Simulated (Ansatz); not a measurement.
Relaxed WSi2 (MoSi2 type, space group I4/mmm):

```xyz
3
Lattice="-1.6146 1.6146 3.9336 1.6146 -1.6146 3.9336 1.6146 1.6146 -3.9336" Properties=species:S:1:pos:R:3 pbc="T T T"
W      0.0000     0.0000     0.0000
Si     0.0000     0.0000     2.6322
Si     0.0000     0.0000     5.2350
```

In this cell atom 1 (W, nearest neighbour Si at 2.628 Å; its periodic images, 3.2 Å or more away, move with it) is moved by s along Cartesian z, unit vector (0.000, 0.000, 1.000); all other atoms and the cell stay fixed.

These are PBE (plane waves to 420 eV, PAW, scalar-relativistic; Ansatz, a program for electronic structure) values and carry that method's errors. k mesh 16×16×16 (Γ-centred), Fermi-Dirac smearing 0.05 eV. Energies are smeared free energies. Left out: 4 of 11 points, with atoms too close for the PAW data. With partly filled bands, energies and forces of such displacements shift with the k mesh and the smearing. Spin-orbit coupling is left out, though W is heavy. WSi2 is run without spin polarisation. WSi2 was relaxed with its symmetry unable to fall. ΔE is measured from the undisplaced structure.

Problem. What ΔE (eV/cell) does the calculation give at s (Å) = -0.474, -0.316, -0.158, 0.158, 0.316, 0.474?

Solution. 
```json
[
 {"s (Å)": "-0.474", "ΔE (eV/cell)": "1.797"},
 {"s (Å)": "-0.316", "ΔE (eV/cell)": "0.738"},
 {"s (Å)": "-0.158", "ΔE (eV/cell)": "0.176"},
 {"s (Å)": "0.158", "ΔE (eV/cell)": "0.176"},
 {"s (Å)": "0.316", "ΔE (eV/cell)": "0.738"},
 {"s (Å)": "0.474", "ΔE (eV/cell)": "1.797"}
]
```

(For displaced atoms, the force is minus the slope of the energy, and its curvature is a force constant, which sets phonon frequencies.)
